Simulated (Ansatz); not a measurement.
SiRu:
```xyz
8
Lattice="4.7047 0.0000 0.0000 0.0000 4.7047 0.0000 0.0000 0.0000 4.7047" Properties=species:S:1:pos:R:3 pbc="T T T"
Ru     0.6089     0.6089     0.6089
Ru     2.9613     1.7434     4.0958
Ru     4.0958     2.9613     1.7434
Ru     1.7434     4.0958     2.9613
Si     3.9406     3.9406     3.9406
Si     1.5882     3.1165     0.7641
Si     0.7641     1.5882     3.1165
Si     3.1165     0.7641     1.5882
```

Relaxed with r²SCAN.

**Question.** Map the electron localisation function on the plane through (0.129, 0.129, 0.129) spanned by u = [1, 0, 0] and v = [0, 1, 1] in lattice vectors, from plane-wave PAW r²SCAN (Ansatz code).

**Answer.** x is the fraction of u, y of v (the angle between them is 90°; rows are the nearest grid lines); atoms in the plane: Ru at (0.00, 0.00), Si at (0.71, 0.71).
```
y \ x   0.000  0.0833  0.167  0.292  0.375  0.458  0.542  0.625  0.708  0.833  0.917   1.00
------  -----  ------  -----  -----  -----  -----  -----  -----  -----  -----  -----  -----
1.00    0.149   0.629  0.541  0.322  0.568  0.656  0.630  0.576  0.416  0.514  0.623  0.149
0.909   0.624   0.530  0.295  0.219  0.220  0.252  0.333  0.430  0.440  0.349  0.640  0.624
0.848   0.227   0.194  0.270  0.246  0.193  0.245  0.396  0.543  0.648  0.564  0.355  0.227
0.758   0.463   0.347  0.262  0.225  0.295  0.533  0.600  0.229  0.222  0.551  0.648  0.463
0.697   0.393   0.216  0.267  0.280  0.267  0.543  0.640  0.223  0.590  0.349  0.618  0.393
0.606   0.293   0.244  0.439  0.344  0.212  0.334  0.574  0.553  0.518  0.654  0.541  0.293
0.545   0.344   0.224  0.273  0.270  0.183  0.266  0.421  0.514  0.567  0.515  0.450  0.344
0.455   0.559   0.517  0.375  0.239  0.213  0.233  0.230  0.225  0.251  0.243  0.394  0.559
0.394   0.599   0.575  0.443  0.239  0.200  0.220  0.220  0.219  0.302  0.380  0.449  0.599
0.303   0.551   0.478  0.277  0.119  0.192  0.400  0.468  0.334  0.264  0.278  0.415  0.551
0.242   0.467   0.385  0.227  0.142  0.291  0.556  0.695  0.604  0.373  0.287  0.416  0.467
0.152   0.217   0.243  0.216  0.394  0.543  0.468  0.421  0.551  0.584  0.258  0.164  0.217
0.0909  0.640   0.642  0.307  0.473  0.692  0.625  0.470  0.541  0.585  0.309  0.526  0.640
0.000   0.149   0.629  0.541  0.322  0.568  0.656  0.630  0.576  0.416  0.514  0.623  0.149
```

The density is the valence pseudo-density with augmentation charge, so density and ELF within about 1 Å of a nucleus are not all-electron values.

Space group P2_13. Symmetry was held in the r²SCAN relaxation. The run is not spin-polarised.

Potentials: the later of the program's two PAW sets.
